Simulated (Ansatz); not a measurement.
The cell of GeN is invented: 3-, 4-connected net, elements by coordination (C222_1, No. 20). Its size is a rough estimate.

```cif
data_structure
_symmetry_space_group_name_H-M 'C222_1'
_symmetry_Int_Tables_number 20
_cell_length_a 4.0691
_cell_length_b 6.9903
_cell_length_c 5.4545
_cell_angle_alpha 90.000
_cell_angle_beta 90.000
_cell_angle_gamma 90.000
_cell_volume 155.15
loop_
_atom_site_label
_atom_site_type_symbol
_atom_site_symmetry_multiplicity
_atom_site_Wyckoff_symbol
_atom_site_fract_x
_atom_site_fract_y
_atom_site_fract_z
_atom_site_occupancy
Ge1 Ge 4 b 0.50000 0.87409 0.75000 1
Ge2 Ge 4 a 0.34486 0.00000 0.50000 1
N1 N 8 c 0.67358 0.23207 0.84034 1
```

The calculation used DFT PBE, scalar-relativistic, plane waves, PAW in Ansatz. Cutoff 420 eV, Gaussian smearing, Γ-centred meshes. Cell and atoms relax first on a coarse mesh and then on a finer one. In between, the cell is made exact in the group found at 0.06 Å. In metals the finer mesh still leaves noise of several meV/atom or more. The steps can't lower the symmetry of their start. No spin polarisation.

A guess keeps its type if space group and coordination stay and the shape of the cell changes little (axis ratios within about 15 %, angles within 6°); the volume may change.

Question: Will the relaxed cell still be of the starting type?

Answer: It doesn't keep its type. The symmetry goes from C222_1 (No. 20) to Cmcm (No. 63). The volume per atom grows by 49.8 %, from 9.7 to 14.5 Å³. The shortest distance goes from 1.72 Å (N–N) to 1.21 Å (N–N). Counting neighbours within 15 % of an atom's shortest distance, the start has Ge 4, N 3 and the end Ge 2/8, N 1. In detail, at the end Ge on a site of symmetry m2m is surrounded by 2 N at 2.10 Å and 4 Ge at 2.82 Å; Ge on a site of symmetry 2/m is surrounded by 4 N at 2.68 Å and 4 Ge at 2.82 Å; around N lie 1 N at 1.21 Å, 1 Ge at 2.10 Å, 1 N at 2.52 Å and 2 Ge at 2.68 Å.

```yaml
crystal:
  lattice:
    - [1.86187, -4.64506, 0.00000]
    - [1.86187, 4.64506, 0.00000]
    - [0.00000, 0.00000, 6.72042]
  atoms:
    - { symbol: Ge, position: [0.63902, 0.36098, 0.75000] }
    - { symbol: Ge, position: [0.36098, 0.63902, 0.25000] }
    - { symbol: Ge, position: [0.00000, 0.00000, 0.50000] }
    - { symbol: Ge, position: [0.00000, 0.00000, 0.00000] }
    - { symbol: N, position: [0.48182, 0.84185, 0.75000] }
    - { symbol: N, position: [0.51818, 0.15815, 0.25000] }
    - { symbol: N, position: [0.84185, 0.48182, 0.25000] }
    - { symbol: N, position: [0.15815, 0.51818, 0.75000] }
```

The zero of energy is the elements' standard structures at the same level (N₂ as a molecule); no fitted shifts are applied.

Question: At what energy does it end?

Answer: +0.62 eV/atom. A positive value: parting into the elements would lower its energy.

The last run used a 12×12×6 mesh (in the run's order of axes) for its 8-atom cell and Gaussian smearing of 0.10 eV. Weakly bound directions are ill-defined at this level, which has no dispersion term. Symmetry constrained the relaxation, so the result can be a saddle point.

In counts of neighbours, a slash parts the counts of unlike sites.
